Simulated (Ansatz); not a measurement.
Crystals of one structure type (zinc blende) and one family of elements, relaxed and computed with LDA (plane waves, PAW; program Ansatz).

```csv
crystal,V (Å³/atom),B₀ by P(V) fit (GPa)
BP,11.32,175
BAs,13.25,147
GaP,19.59,89.9
GaAs,21.98,74.0
AlAs,22.30,?
InP,24.73,71.2
```

**Question.** Fit a straight line to ln B₀ against ln V and predict the withheld value.

**Answer.** Least squares on the 5 shown rows: ln B₀ = -1.21 × ln V + (8.101), with a scatter of 3 %. For AlAs this gives 77.0. The run itself gave 75.4, within the scatter.

All cells were relaxed under the symmetry of their starts (and spin orders); stability against distortions was not tested throughout. Spin–orbit coupling is left out wherever it is not named.

Potentials: the later of the program's two PAW sets.
